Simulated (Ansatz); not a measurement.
## Calculated with Ansatz: Cu, single run

Input:

```yaml
crystal:
  lattice:
    - [0.0, 1.781082, 1.781082]
    - [1.781082, 0.0, 1.781082]
    - [1.781082, 1.781082, 0.0]
  atoms:
    - { symbol: Cu, position: [0.0, 0.0, 0.0] }
  symmetry: { tolerance: 0.0003 }
kpoints:
  mp_grid: { grid: [9, 9, 9], shift: [0, 0, 0] }
magnetization:
  spin_polarized: false
scf:
  occupations: { method: tetrahedron }
hamiltonian:
  pseudopotentials: { kind: paw }
  xc: pbe
basis:
  ecutwfc: 420
output:
  forces: true
  stress: true
  eigenvalues: true
accuracy: medium
```

Launch command:

```bash
ansatz run input.yaml --threads 1 --pin off --max-ram 2560MiB --backend cpu --events-out ev --progress --plain --runs-dir out
```

Origin of the cell: a database entry, scaled a little.

Output (shortened):

```
Warning: output.forces, output.stress, relax.cell or npt_langevin: where a Kohn–Sham band that disperses or a degenerate level is filled in part under the method tetrahedron, the forces or th […]
Pseudopotentials: kind: paw
Pseudopotential: Cu, paw, valence charge 19, recommended cutoff 420 eV (normal), Cu.paw.azcp
Functional definition: PBE
  exchange = pbe_x(kappa = kappa, mu = beta*pi^2/3)
  correlation = pbe_c(beta = beta)
Crystal: 1 atoms, lattice volume = 11.300 Å³
Basis set: ecut = 420 eV, 229 PW (Γ), exchange–correlation on 36×36×36 points (8 copies of the dense FFT grid, shifted against one another)
Bands: 14, of which v1, the nominal top of the filled ones, is band 10 counted from 1 (9 counted from 0)
Symmetry: 48 space group operations
Space group: Fm-3m (ITA 225), of the structure as read, at distance tolerance 6.7e-4 Å
k-points: 35 of 729
[… 2 lines left out …]
Initial density: superposition of atomic densities (neutral atoms: chi_scale 0, normalization atom), corrected by the library's trained network
Functional: x = pbe(κ = 0.804, μ = 0.219515), c = pbe(β = 0.066725)
SCF iter   1: F=—  HF=-6625.159211 eV  Δρ=1.32e-3  dr2=9.56e-5
SCF iter   2: F=—  HF=-6625.159346 eV  Δρ=1.12e-3  dr2=6.28e-5  defer=4
SCF iter   3: F=—  HF=-6625.159335 eV  Δρ=4.39e-4  dr2=8.56e-6  defer=4
SCF iter   4: F=—  HF=-6625.159343 eV  Δρ=1.04e-4  dr2=1.97e-7  defer=4
SCF iter   5: F=-6625.159344 eV  HF=-6625.159344 eV  Δρ=1.63e-5  dr2=5.08e-9
SCF 1 converged in 5 iterations: F = -6625.159344 eV  dr2 = 5.08e-9
SCF converged after 5 iterations
Stability not checked: this state was not tested for a lower state beside it, because cold or Methfessel-Paxton smearing, or corrected tetrahedra, fill the levels in a way that the test cannot read (fill_not_monotonic; […]
Free energy (F): -6625.159344 eV
Harris-Foulkes:  -6625.159344 eV  (|F-HF|=2.40e-8)
Internal energy: -6625.159354 eV  (E = F + TS)
E sigma→0 (E₀):  -6625.159344 eV
Entropy (-TS):   0.000010 eV (0.010 meV/atom)
Fermi energy:    17.893358 eV
--- Per-component energies (eV) ---
  E_band       = -343.196338
  E_kinetic    = 300.552568
  E_local      = -3968.568439  (includes V_loc(G=0)·N_el)
  E_nonlocal   = 389.263181
  E_hartree    = 1751.178999
  E_xc         = -89.999414
  E_vxc        = -116.176057  (∫ρ·V_xc dr)
  E_paw        = -1662.237953  (= ΣΔE_a)
  E_vpaw       = -450.624817  (= ΣTr[D̂ρ^β])
  E_aug_tail   = 0.000238  (compensation charges beyond the density's cutoff)
  E_ewald      = -3345.348533
  E_smearing   = 0.000010  (= −TS)
  Σ components = -6625.159344   (vs F -6625.159344, Δ=0.00e0)
--- Forces (eV/Å), atoms counted from 1 ---
  atom   1  Cu     0.000000    -0.000000     0.000000
  max |Σ_I F_I| component: 0.0 eV/Å
--- Stress (GPa, compression-positive) ---
        9.038045       0.000000       0.000000
        0.000000       9.038045       0.000000
        0.000000       0.000000       9.038045
  P = ⅓ Tr σ = 9.0380 GPa (90.380 kbar)
```

Caveats: forces and stress under tetrahedra may miss the slope of the energy; no moments, though an odd count or open d shells may carry them; the k mesh is coarse if the cell is a metal.

Time: 0.86 s on 1 thread of Intel(R) Xeon(R) Platinum 8488C (Sapphire Rapids), on a shared host, peak memory 0.31 GiB, from the program's own first density.
